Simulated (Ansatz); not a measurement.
The start is a generated cell, CoSi2 placed in the AFLOW prototype AB2_hP9_162_ad_k (as in V2N). A full variable-cell relaxation at zero pressure is run with PBE (plane waves to 420 eV, PAW, scalar-relativistic; Ansatz, an electronic-structure program). The first steps use a coarse 5×5×5 k-mesh.

The start:
```
CoSi2
1.0
    5.09545     0.00000     0.00000
   -2.54773     4.41279     0.00000
    0.00000     0.00000     4.73379
Si Co
6 3
Direct
  0.32500   0.32500   0.27200
  0.67500   0.00000   0.27200
  0.00000   0.67500   0.27200
  0.00000   0.32500   0.72800
  0.67500   0.67500   0.72800
  0.32500   0.00000   0.72800
  0.00000   0.00000   0.00000
  0.66667   0.33333   0.50000
  0.33333   0.66667   0.50000
```
Spin-polarised start, with parallel moments on Co.

**Question.** How large is the pressure on the unrelaxed cell, and of which sign?

**Answer.** +58 GPa (positive: the cell is compressed).

**Question.** What is the largest force in the starting geometry, and on which atom (counted from 1)?

**Answer.** About 3.3 eV/Å, on Si1, Si2, Si3, Si4, Si5, Si6 (atoms numbered as listed).

**Question.** By how much does the energy per atom fall from start to end?

**Answer.** 0.64 eV/atom.

**Question.** How does the volume change?

**Answer.** +19.4 %, from 11.83 to 14.12 Å³/atom.

**Question.** How do the shortest distances between atoms change?

**Answer.** The closest pairs of elements (up to four, under 3.6 Å), start → end: Co–Si 2.03 → 2.20 Å; Si–Si 2.72 → 2.82 Å; Co–Co 2.94 → 2.91 Å.

**Question.** What magnetic moments remain?

**Answer.** Zero (the starting moments vanished).

**Question.** Give the final cell and atomic positions.

**Answer.** 
```cif
data_Co3Si6
_chemical_formula_sum 'Si6 Co3'
_space_group_name_H-M_alt 'P-31m'
_space_group_IT_number 162
_space_group_name_Hall '-P 3 2'
_cell_length_a 5.04368
_cell_length_b 5.04368
_cell_length_c 5.76835
_cell_angle_alpha 90.000
_cell_angle_beta 90.000
_cell_angle_gamma 120.000
loop_
_atom_site_label
_atom_site_type_symbol
_atom_site_symmetry_multiplicity
_atom_site_Wyckoff_symbol
_atom_site_fract_x
_atom_site_fract_y
_atom_site_fract_z
_atom_site_occupancy
Si1 Si 6 k 0.35511 0.35511 0.77775 1
Co1 Co 1 a 0.00000 0.00000 0.00000 1
Co2 Co 2 d 0.33333 0.66667 0.50000 1
```

The space group stays P-31m (No. 162) (the run could not lower it); the end is AFLOW prototype AB2_hP9_162_ad_k (as in V2N), with 9 atoms in the primitive cell. Final values are on a 11×11×8 k-mesh of the relaxed cell. No spin polarisation in the result: the starting moments vanished. The relaxed primitive cell holds an odd number of electrons. A magnetic state may lie lower.

The run could not lower the symmetry of its start; a shaken copy of this end point relaxes with PBE to Cmmm (No. 65), 0.34 eV/atom lower.

The relaxed structure here is a generated cell of CoSi2: the first start was made by placing the elements on the sites of a structure type, and the end was not matched to a known phase here, so it may be hypothetical. Known forms of CoSi2 include space group No. 225.
